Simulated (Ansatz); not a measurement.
Here is the system:

As:
```cif
data_As8
_chemical_formula_sum 'As8'
_space_group_name_H-M_alt 'I4132'
_space_group_IT_number 214
_space_group_name_Hall 'I 4bd 2c 3'
_cell_length_a 6.90714
_cell_length_b 6.90714
_cell_length_c 6.90714
_cell_angle_alpha 90.000
_cell_angle_beta 90.000
_cell_angle_gamma 90.000
loop_
_atom_site_label
_atom_site_type_symbol
_atom_site_symmetry_multiplicity
_atom_site_Wyckoff_symbol
_atom_site_fract_x
_atom_site_fract_y
_atom_site_fract_z
_atom_site_occupancy
As1 As 8 a 0.12500 0.12500 0.12500 1
```
(The calculation used a cell of 4 atoms; values per cell refer to that cell.)

This is the PBEsol-relaxed structure.

Q: All from PBEsol in the plane-wave PAW code Ansatz, unless another level is named. Estimate the bulk modulus (Birch–Murnaghan fit).

A: 32.4 GPa.

Q: Give the highest zone-centre frequency.

A: 193 cm^-1.

Space group I4_132. The start of the workflow was typed in or built on a structure type; neither database checked (COD, Materials Project) lists it. It is not the phase usual at ambient conditions (space group No. 166). The PBEsol relaxation kept the symmetry of its start. At this level the phase is dynamically unstable (imaginary phonons). The volume moved by 54 % from the start of the relaxation. As this level gives no gap, phonon frequencies hold no LO–TO term and depend on the k-mesh and smearing (Fermi–Dirac, 0.1 eV here).

Potentials: the later of the program's two PAW sets.
